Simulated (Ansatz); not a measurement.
CoSn$_{2}$ in space group I4/mcm (No. 140; Sn on 8h, Co on 4a), plane-wave PAW PBE (Ansatz code), all energies at zero smearing, with the estimated change up to a 700 eV cutoff added, with one set of potentials and settings (totals compare only within such a set). Cell of 6 atoms (4 Sn, 2 Co): -34349.411 eV.

```json
[
 {"element": "Sn", "reference phase": "Fd-3m, 2 atoms in the cell", "E (eV/atom)": "-6024.2128"},
 {"element": "Co", "reference phase": "P6_3/mmc, 2 atoms in the cell, spin-polarised", "E (eV/atom)": "-5126.1559"}
]
```

Formation energy per atom, worked out: (-34349.411 − 4×(-6024.2128) − 2×(-5126.1559))/6 = -0.041 eV/atom (-4 kJ per mol of atoms), at 0 K, without zero-point energy or fitted corrections.

The workflow started from an entry of the Crystallography Open Database (COD). Its standing as an ambient phase is unchecked. The PBE relaxation kept the symmetry of its start; its stability against distortions is not shown here. The workflow began spin-polarised and lost its moments. The references are the lowest solids computed at this level, not always the standard phases. Spin–orbit coupling is left out wherever it is not named.

Potentials: the later of the program's two PAW sets.
